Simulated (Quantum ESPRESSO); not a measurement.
## Ga7MgP7S (input and log of a self-consistent run)

Simulated, not a measurement. The program is pw.x of Quantum ESPRESSO 7.5 (plane-wave density functional theory). The cell is made up: 16 atoms on a doubled zincblende/diamond lattice, with randomly drawn elements, strain and displacements, not relaxed. PseudoDojo standard norm-conserving files (v0.5 for PBE, v0.4.1 for LDA and PBEsol) set the functional; there is no spin polarisation, spin-orbit coupling or dispersion term, and the masses in the input are unused placeholders.

Input:

```
&control calculation='scf', pseudo_dir='./dojo.nc.sr.pbe.v0_5.standard.upf', outdir='./o', disk_io='low', tprnfor=.true., tstress=.true. /
&system ibrav=0, nat=16, ntyp=4, nbnd=77, ecutwfc=105.61755193, nosym=.true., tot_charge=0,
 occupations='smearing', smearing='fd', degauss=0.0018374661
/
&electrons conv_thr=7.350e-09, electron_maxstep=60, /
ATOMIC_SPECIES
Ga 1.0 Ga.upf
Mg 1.0 Mg.upf
P 1.0 P.upf
S 1.0 S.upf
CELL_PARAMETERS angstrom
5.5294 -0.0142 0.0201
-0.0142 5.4571 0.0707
0.0403 0.1413 11.0559
ATOMIC_POSITIONS angstrom
Ga -0.0 0.0598 0.0839
Ga 0.0371 2.755 2.599
Ga 3.0327 0.0213 2.8815
Mg 2.7188 2.7311 -0.0306
Ga 0.0638 0.0799 5.567
Ga 0.0345 2.8528 8.2095
Ga 2.739 0.1166 8.3419
Ga 2.8051 2.5889 5.5899
P 1.4543 1.3356 1.338
P 1.5199 4.2191 4.2695
P 4.0723 1.24 4.154
S 4.131 4.0792 1.4385
P 1.458 1.4381 6.9571
P 1.3979 4.1681 9.8969
P 4.1586 1.4269 9.7345
P 4.2666 4.1978 6.9457
K_POINTS automatic
6 6 4 1 1 1
```

The log is shortened where brackets say so; the opening notice, blank lines, dates and the lines on written files are dropped, and the path of the files is cut. It prints rydbergs, bohrs and kilobars, and counts compression as positive stress. With no partly filled state, the Fermi energy that it prints is only some level between the filled and the empty states on the mesh, and need not lie in the true gap.

```
     Program PWSCF v.7.5
     Parallel version (MPI & OpenMP), running on       4 processor cores
     Number of MPI processes:                 4
     Threads/MPI process:                     1
     [start-up lines left out]
     bravais-lattice index     =            0
     lattice parameter (alat)  =      10.4492  a.u.
     unit-cell volume          =    2250.8676 (a.u.)^3
     number of atoms/cell      =           16
     number of atomic types    =            4
     number of electrons       =       142.00
     number of Kohn-Sham states=           77
     kinetic-energy cutoff     =     105.6176  Ry
     charge density cutoff     =     422.4702  Ry
     scf convergence threshold =      7.3E-09
     mixing beta               =       0.7000
     number of iterations used =            8  plain     mixing
     Exchange-correlation= PBE
                           (   1   4   3   4   0   0   0)
     [axes and pseudopotential details left out]
   Cartesian axes
     site n.     atom                  positions (alat units)
         1        Ga     tau(   1) = (  -0.0000000   0.0108148   0.0151733  )
         2        Ga     tau(   2) = (   0.0067095   0.4982408   0.4700283  )
         3        Ga     tau(   3) = (   0.5484628   0.0038521   0.5211183  )
         4        Mg     tau(   4) = (   0.4916940   0.4939185  -0.0055340  )
         5        Ga     tau(   5) = (   0.0115382   0.0144499   1.0067900  )
         6        Ga     tau(   6) = (   0.0062393   0.5159279   1.4846853  )
         7        Ga     tau(   7) = (   0.4953472   0.0210871   1.5086298  )
         8        Ga     tau(   8) = (   0.5073014   0.4682017   1.0109315  )
         9        P      tau(   9) = (   0.2630097   0.2415428   0.2419768  )
        10        P      tau(  10) = (   0.2748734   0.7630228   0.7721376  )
        11        P      tau(  11) = (   0.7364741   0.2242536   0.7512495  )
        12        S      tau(  12) = (   0.7470899   0.7377219   0.2601522  )
        13        P      tau(  13) = (   0.2636788   0.2600799   1.2581892  )
        14        P      tau(  14) = (   0.2528097   0.7537995   1.7898510  )
        15        P      tau(  15) = (   0.7520814   0.2580544   1.7604810  )
        16        P      tau(  16) = (   0.7716131   0.7591707   1.2561275  )
     number of k points=    72  Fermi-Dirac smearing, width (Ry)=  0.0018
                       cart. coord. in units 2pi/alat
        k(    1) = (   0.0833273   0.0838629   0.0611415), wk =   0.0277778
        k(    2) = (   0.0828685   0.0822416   0.1861979), wk =   0.0277778
     [further k points left out]
     Dense  grid:   330041 G-vectors     FFT dimensions: (  72,  72, 144)
     Estimated max dynamical RAM per process >       1.48 GB
     Estimated total dynamical RAM >       5.69 GB
     Initial potential from superposition of free atoms
     starting charge     141.9795, renormalised to     142.0000
     Starting wfcs are  100 randomized atomic wfcs
     total cpu time spent up to now is       67.6 secs
     per-process dynamical memory:  1284.3 Mb
     Self-consistent Calculation
     iteration #  1     ecut=   105.62 Ry     beta= 0.70
     Davidson diagonalization with overlap
     ethr =  1.00E-02,  avg # of iterations =  3.9
     Threshold (ethr) on eigenvalues was too large:
     Diagonalizing with lowered threshold
     Davidson diagonalization with overlap
     ethr =  5.40E-04,  avg # of iterations =  2.0
     total cpu time spent up to now is      392.3 secs
     total energy              =   -1308.47285593 Ry
     estimated scf accuracy    <       0.77511123 Ry
     iteration #  2     ecut=   105.62 Ry     beta= 0.70
     Davidson diagonalization with overlap
     ethr =  5.46E-04,  avg # of iterations =  6.8
     total cpu time spent up to now is      598.3 secs
     total energy              =   -1308.52983937 Ry
     estimated scf accuracy    <       0.67149443 Ry
     iteration #  3     ecut=   105.62 Ry     beta= 0.70
     Davidson diagonalization with overlap
     ethr =  4.73E-04,  avg # of iterations =  7.2
     total cpu time spent up to now is      783.1 secs
     total energy              =   -1308.66120875 Ry
     estimated scf accuracy    <       0.44961368 Ry
     iteration #  4     ecut=   105.62 Ry     beta= 0.70
     Davidson diagonalization with overlap
     ethr =  3.17E-04,  avg # of iterations =  5.3
     total cpu time spent up to now is      964.8 secs
     total energy              =   -1308.73034914 Ry
     estimated scf accuracy    <       0.01264834 Ry
     iteration #  5     ecut=   105.62 Ry     beta= 0.70
     Davidson diagonalization with overlap
     ethr =  8.91E-06,  avg # of iterations = 12.7
     total cpu time spent up to now is     1250.1 secs
     total energy              =   -1308.73352163 Ry
     estimated scf accuracy    <       0.00968067 Ry
     [iterations 6 to 8 left out]
     iteration #  9     ecut=   105.62 Ry     beta= 0.70
     Davidson diagonalization with overlap
     ethr =  4.24E-08,  avg # of iterations =  2.0
     total cpu time spent up to now is     2065.7 secs
     total energy              =   -1308.73583122 Ry
     estimated scf accuracy    <       0.00001717 Ry
     iteration # 10     ecut=   105.62 Ry     beta= 0.70
     Davidson diagonalization with overlap
     ethr =  1.21E-08,  avg # of iterations =  3.7
     total cpu time spent up to now is     2245.9 secs
     total energy              =   -1308.73583372 Ry
     estimated scf accuracy    <       0.00000055 Ry
     iteration # 11     ecut=   105.62 Ry     beta= 0.70
     Davidson diagonalization with overlap
     ethr =  3.91E-10,  avg # of iterations =  5.0
     total cpu time spent up to now is     2506.3 secs
     total energy              =   -1308.73583397 Ry
     estimated scf accuracy    <       0.00000044 Ry
     iteration # 12     ecut=   105.62 Ry     beta= 0.70
     Davidson diagonalization with overlap
     ethr =  3.08E-10,  avg # of iterations =  2.0
     total cpu time spent up to now is     2692.5 secs
     total energy              =   -1308.73583399 Ry
     estimated scf accuracy    <       0.00000006 Ry
     iteration # 13     ecut=   105.62 Ry     beta= 0.70
     Davidson diagonalization with overlap
     ethr =  4.25E-11,  avg # of iterations =  4.2
     total cpu time spent up to now is     2886.2 secs
     End of self-consistent calculation
          k = 0.0833 0.0839 0.0611 ( 41216 PWs)   bands (ev):
   -67.4156 -34.2700 -34.2346 -34.2155  -8.3598  -8.3493  -8.0563  -8.0231
    -8.0067  -7.9509  -7.8697  -7.8263  -7.7927  -7.7868  -7.7628  -7.7370
    -7.6996  -7.6730  -7.6455  -7.6361  -7.6304  -7.5961  -7.5952  -7.5891
    -7.5843  -7.5678  -7.5508  -7.5449  -7.5193  -7.4345  -7.4055  -7.3599
    -7.3550  -7.3163  -7.3045  -7.2957  -7.2871  -7.2713  -7.2563  -6.6232
    -4.9545  -4.0604  -3.3943  -2.6708  -2.5723  -2.2742  -1.9279   0.0372
     0.3403   0.5336   0.8616   1.4844   2.4579   2.8877   3.1284   3.5756
     3.8149   3.8543   4.1443   4.2611   4.3880   4.5412   4.7401   4.8466
     5.0715   5.2098   5.7747   5.8291   6.2933   6.8433   6.9341   8.3728
     8.5141   8.7571   8.9296   9.1083   9.2302
     [levels at the other k points left out]
     the Fermi energy is     7.5291 ev
!    total energy              =   -1308.73583400 Ry
     estimated scf accuracy    <          2.7E-09 Ry
     smearing contrib. (-TS)   =      -0.00000000 Ry
     internal energy E=F+TS    =   -1308.73583400 Ry
     The total energy is F=E-TS. E is the sum of the following terms:
     one-electron contribution =    -653.74657977 Ry
     hartree contribution      =     422.79840156 Ry
     xc contribution           =    -344.32130499 Ry
     ewald contribution        =    -733.46635080 Ry
     convergence has been achieved in  13 iterations
     Forces acting on atoms (cartesian axes, Ry/au):
     atom    1 type  1   force =     0.01794941   -0.00525109   -0.05169611
     atom    2 type  1   force =     0.03506727   -0.02095832    0.07254864
     atom    3 type  1   force =    -0.13663937   -0.07608036   -0.09561362
     atom    4 type  2   force =     0.06359494   -0.02846320    0.02215278
     atom    5 type  1   force =     0.02604912    0.00702894   -0.02316743
     atom    6 type  1   force =     0.01522274   -0.00996281    0.07051122
     atom    7 type  1   force =     0.02036192   -0.03529938    0.02983905
     atom    8 type  1   force =     0.01665380    0.06981962   -0.01765224
     atom    9 type  3   force =    -0.01447141   -0.03098873    0.06491133
     atom   10 type  3   force =    -0.02650578   -0.05167460   -0.02590705
     atom   11 type  3   force =     0.13572376    0.13211099    0.07112584
     atom   12 type  4   force =     0.00068531    0.01339477    0.00985554
     atom   13 type  3   force =    -0.03712328   -0.00835084    0.00499682
     atom   14 type  3   force =    -0.07888020    0.06828007   -0.09608105
     atom   15 type  3   force =     0.03065463    0.00143068   -0.03720792
     atom   16 type  3   force =    -0.06834289   -0.02503574    0.00138419
     Total force =     0.378595     Total SCF correction =     0.000236
     Computing stress (Cartesian axis) and pressure
          total   stress  (Ry/bohr**3)                   (kbar)     P=       36.35
   0.00022907   0.00000989   0.00004745           33.70        1.45        6.98
   0.00000989   0.00031656  -0.00010722            1.45       46.57      -15.77
   0.00004745  -0.00010722   0.00019561            6.98      -15.77       28.78
     init_run     :     65.45s CPU     67.43s WALL (       1 calls)
     electrons    :   2769.39s CPU   2818.79s WALL (       1 calls)
     forces       :     31.48s CPU     31.87s WALL (       1 calls)
     stress       :     94.90s CPU     98.31s WALL (       1 calls)
     [timing details left out]
     PWSCF        :  49m21.99s CPU  50m19.37s WALL
     JOB DONE.
```

In other units: free energy -17806.258 eV for the cell, pressure 3.63 GPa, largest force component 3.513 eV/Å. This run is the check on a run of the same cell at a cutoff of 1143 eV and k mesh 4 x 4 x 2: rerunning at a cutoff of 1437 eV and k mesh 6 x 6 x 4 moved values by no more than 0.017 eV in energy, 0.02 GPa in stress and 0.005 eV/Å in force.